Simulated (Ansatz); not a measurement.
NiI3 in the ReO3-type structure

Computed with Ansatz (plane waves, PAW, 420 eV cutoff): PBE+U (U_eff = 6.2 eV on Ni 3d), scalar-relativistic, collinear spin, 6×6×6 k-mesh, Gaussian smearing of 0.05 eV. The datasets are Ansatz's generated set soft_2.

```
Ni I
1.0
     5.55900    0.00000    0.00000
     0.00000    5.55900    0.00000
     0.00000    0.00000    5.55900
Ni I
1 3
Cartesian
  0.0000 0.0000 0.0000
  2.7795 0.0000 0.0000
  0.0000 0.0000 2.7795
  0.0000 2.7795 0.0000
```

The cell came from substitution into a structure type; no database entry of this phase was matched, which doesn't show that none exists. The ideal cubic cell shuts out tilts of the octahedra, which such structures often take.

The geometry is fixed. Moments are started on Ni in several ways. q is the propagation vector of an order in a doubled cell, in units of this cell's reciprocal vectors; doubled cells take an equivalent mesh or are counted from a ferromagnetic run in the same cell, unless said otherwise. Energies count from the first row, the state in which the cell was relaxed.

Rank the starts by the energy at which they end, lowest first (meV/atom from the last run of the relaxation).
A. no spin polarisation
B. antiparallel, q = (0, 1/2, 1/2)
C. ferromagnetic
D. antiparallel, q = (1/2, 1/2, 1/2)

D (-38.0), B (-34.3), C (0.0), A (205.1).

```json
{"start": "ferromagnetic", "largest typed moment (μB)": "1.82*", "ΔE (meV/atom)": "0.0", "gap on the mesh (eV)": "metal", "P (GPa)": "0.0", "final spin moments (μB)": "Ni 1.66"}
{"start": "no spin polarisation", "largest typed moment (μB)": "0.00", "ΔE (meV/atom)": "205.1", "gap on the mesh (eV)": "metal", "P (GPa)": "-2.8", "final spin moments (μB)": "none"}
{"start": "antiparallel, q = (0, 1/2, 1/2)", "largest typed moment (μB)": "3.00*", "ΔE (meV/atom)": "-34.3", "gap on the mesh (eV)": "metal", "P (GPa)": "-0.5", "final spin moments (μB)": "Ni 1.43, -1.43"}
{"start": "antiparallel, q = (1/2, 1/2, 1/2)", "largest typed moment (μB)": "3.00*", "ΔE (meV/atom)": "-38.0", "gap on the mesh (eV)": "metal", "P (GPa)": "-0.5", "final spin moments (μB)": "Ni 1.48, -1.48"}
```

A star marks runs that didn't start from the typed moments alone: they went on from the state of an earlier run.

These starts ended with a net moment, so they aren't compensated antiferromagnets: antiparallel, q = (1/2, 1/2, 1/2).

The next distinct energy lies only 3.7 meV/atom above the lowest at one geometry; relaxing each state, or a finer mesh, could change the order.

Without spin polarisation the pressure is 2.2 GPa lower than in the lowest state, so the magnetic solution wants the larger cell.

Only orders that fit these small cells were tried, so the real crystal's order may be another.

Open d and f shells can converge to several self-consistent states; each row is the one that its run reached. No spin–orbit coupling, a notable omission for heavy elements. Site moments are of spin, integrated over atomic spheres.
